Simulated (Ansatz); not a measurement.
MoRu:
```
CELL_PARAMETERS angstrom
      0.00000     2.52159     2.52159
      2.52159     0.00000     2.52159
      2.52159     2.52159     0.00000
ATOMIC_POSITIONS crystal
  Ru 0.00000 0.00000 0.00000
  Mo 0.50000 0.50000 0.50000
```

Relaxed with PBEsol. Special points in fractions of this cell's reciprocal vectors: Γ (0.000, 0.000, 0.000); X (0.500, 0.000, 0.500); U (0.625, 0.250, 0.625); K (0.375, 0.375, 0.750); L (0.500, 0.500, 0.500); W (0.500, 0.250, 0.750).

Q: List the band energies nearest the Fermi level at these points for DFT-PBEsol with spin–orbit coupling in the program Ansatz with PAW potentials.

A: In eV from the Fermi level; about four levels below and three above (degenerate sets whole), none deeper than 8.9 eV; points with the same levels are listed once.

```json
[
 {"k": "Γ", "below": "-4.81 -4.81 -4.81 -4.81 -4.69 -4.69", "above": "2.54 2.54 2.54 2.54"},
 {"k": "X", "below": "-0.93 -0.93 -0.38 -0.38", "above": "0.64 0.64 0.75 0.75"},
 {"k": "U", "below": "-3.07 -3.07 -1.57 -1.57", "above": "0.24 0.24 0.73 0.73"},
 {"k": "L", "below": "-1.39 -1.39 -1.24 -1.24", "above": "0.09 0.09 0.20 0.20"},
 {"k": "W", "below": "-0.96 -0.96 -0.77 -0.77", "above": "0.62 0.62 1.27 1.27"}
]
```

Space group Fm-3m (rock salt). The start of the workflow was typed in or built on a structure type; neither database checked (COD, Materials Project) lists it. Whether it is the stable phase at ambient conditions was not checked. Symmetry was held in the PBEsol relaxation. At this level the phase is mechanically unstable. The run is not spin-polarised. Its formation energy is positive at this level, so the cell may be metastable or incomplete.

Potentials: the earlier of the program's two PAW sets. The files were generated under PBE; for other functionals the program regenerates the frozen cores, and for LDA and PBEsol the local potential too.
